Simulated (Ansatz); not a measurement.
All-electron LAPW in Ansatz 0.2.0 under PBE, scalar-relativistic, energies extrapolated to zero smearing. Slabs are 1×1 cells cut from bulk crystals relaxed on PAW files, with atoms then relaxed, 16 to 20 Å of vacuum, a dipole correction, k spacings of 0.16 to 0.26 Å⁻¹ and smearing of 0.02 to 0.1 eV, without spin–orbit coupling or spin polarisation. The bulk type named needn't be the stable one, and no reconstruction is allowed.

```json
{"slab": "hcp Ru (0001), 6 layers", "area (Å²)": "6.41", "γ (J/m²)": "2.60", "Φ (eV)": "5.00", "Δd12 (%)": "-4.1"}
{"slab": "hcp Ru (10-10), 6 layers", "area (Å²)": "11.69", "γ (J/m²)": "?", "Φ (eV)": "4.82", "Δd12 (%)": "-17.8"}
{"slab": "hcp Ru (10-10), 4 layers", "area (Å²)": "11.69", "γ (J/m²)": "2.82", "Φ (eV)": "4.89", "Δd12 (%)": "-18.7"}
{"slab": "hcp Ru (0001), 1 layer", "area (Å²)": "6.41", "γ (J/m²)": "3.28", "Φ (eV)": "5.72", "Δd12 (%)": "–"}
{"slab": "hcp Ru (0001), 3 layers", "area (Å²)": "6.41", "γ (J/m²)": "2.54", "Φ (eV)": "4.96", "Δd12 (%)": "-3.7"}
{"slab": "hcp Ru (0001), 4 layers", "area (Å²)": "6.41", "γ (J/m²)": "2.65", "Φ (eV)": "5.00", "Δd12 (%)": "?"}
{"slab": "hcp Ru (0001), 5 layers", "area (Å²)": "6.41", "γ (J/m²)": "2.64", "Φ (eV)": "4.96", "Δd12 (%)": "-3.8"}
```

Task: Fill in "Δd12 (%)" for the row "hcp Ru (0001), 4 layers".

Result: -3.6.

Task: Fill in "γ (J/m²)" for the row "hcp Ru (10-10), 6 layers".

Result: 2.94.
